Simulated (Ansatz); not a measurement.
Mg (fcc (Cu type), Fm-3m) under volume change, r²SCAN (plane waves, PAW; program Ansatz), scaled uniformly.

| V (Å³/atom) | E − E(relaxed) (meV/atom) | P (GPa) |
|---|---|---|
| 20.684 | 25.8 | 4.36 |
| 21.366 | ___ | ___ |
| 22.048 | 2.6 | 1.25 |
| 22.730 | 0.0 | 0.00 |
| 23.412 | 2.3 | -1.08 |
| 24.094 | 9.0 | -2.01 |
| 24.776 | ___ | ___ |

**Question.** What belongs in the gaps?

**Answer.** 
- 24.776, E − E(relaxed) (meV/atom): 19.3
- 24.776, P (GPa): -2.82
- 21.366, E − E(relaxed) (meV/atom): 10.9
- 21.366, P (GPa): 2.69

**Question.** What does a third-order Birch–Murnaghan fit give for V₀, B₀ and B′?

**Answer.** V₀ = 22.73 Å³/atom, B₀ = 38.6 GPa, B′ = 3.8.

The workflow started from a Materials Project entry (that database holds measured and hypothetical structures alike); the Crystallography Open Database copy checked does not list it. It is not the phase usual at ambient conditions (space group No. 194). The r²SCAN relaxation kept the symmetry of its start; whether a distortion lowers the energy is not shown.

Potentials: the later of the program's two PAW sets.
